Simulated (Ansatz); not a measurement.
# Computed properties of Y2Ge

Y$_{2}$Ge:
```xyz
6
Lattice="5.1712 0.0000 0.0000 -2.5856 4.4784 0.0000 0.0000 0.0000 6.3767" Properties=species:S:1:pos:R:3 pbc="T T T"
Ge     0.0000     2.9856     1.5942
Ge     2.5856     1.4928     4.7825
Y      0.0000     0.0000     0.0000
Y      0.0000     0.0000     3.1884
Y      0.0000     2.9856     4.7825
Y      2.5856     1.4928     1.5942
```

Space group P6_3/mmc (No. 194); conventional cell a = b = 5.1712 Å, c = 6.3767 Å, α = β = 90.00°, γ = 120.00°.

Method: the program Ansatz at the PBE level (PAW). Geometry: relaxed at this level of theory. Other levels are named where they apply.

**Cell and energy**

Volume per atom: 24.61 Å³
Density: 5.63 g/cm³
Formation energy from the elements (no fitted shifts): -52 kJ/mol of atoms

**Electronic structure**

Electronic character: metallic (no gap)
Density of states at the Fermi level: 1.7 states/eV per atom (mean over ±0.08 eV)

**Mechanics**

- Bulk modulus (Birch–Murnaghan fit): 62.5 GPa
- Pressure derivative B′: 4.0

The cell is a constructed one: a structure type filled with these elements; neither database checked (COD, Materials Project) lists it. Its standing as an ambient phase is unchecked. Symmetry was held in the PBE relaxation; whether a distortion lowers the energy is not shown. The run is not spin-polarised. The references are the lowest solids computed at this level, not always the standard phases. Scalar-relativistic: spin–orbit coupling is off unless named, which matters more the heavier the elements.

Potentials: the later of the program's two PAW sets.
